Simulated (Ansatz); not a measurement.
## Ir: one atom moved over a plane

Theory: DFT r2SCAN, scalar-relativistic, plane waves, PAW in Ansatz 0.2.0. The runs took a 500 eV cutoff, a Γ-centred 18×18×12 mesh and Gaussian smearing (0.15 eV). Spin–orbit coupling is left out, which can shift energies with elements as heavy as these. No spin polarisation. Energies are free energies at this smearing, counted from the undisturbed cell; pressure is positive in compression.

The starting cell (as given, not relaxed at this level; it stands at -8.8 GPa; this form isn't the usual structure):

```xyz
2
Lattice="2.7514 0.0000 0.0000 -1.3757 2.3828 0.0000 0.0000 0.0000 4.4623" Properties=species:S:1:pos:R:3 pbc="T T T"
Ir    1.3757    0.7943    3.3467
Ir    0.0000    1.5885    1.1156
```

Atom 1 (Ir) is moved by p along (1.000, 0.000, 0.000) and q along (0.000, 1.000, 0.000) (Å), all else fixed. Points are written (p, q).

Energy above the undisturbed cell in eV/cell (a dash: not computed):

```
 p \ q  -0.450  -0.225  0.000  0.225  0.450
-0.450    0.65    0.46   0.40   0.53   0.76
-0.225    0.49       –   0.11      –   0.48
 0.000    0.44       –   0.00      –   0.38
 0.225    0.49       –   0.11      –   0.48
 0.450    0.65    0.46   0.40   0.53   0.76
```

Pressure in GPa:

```csv
p \ q,-0.450,-0.225,0.000,0.225,0.450
-0.450,1.8,-1.6,-1.2,2.7,7.8
-0.225,0.8,–,-6.7,–,0.0
0.000,0.5,–,-8.8,–,-2.7
0.225,0.8,–,-6.7,–,0.0
0.450,1.8,-1.6,-1.2,2.7,7.8
```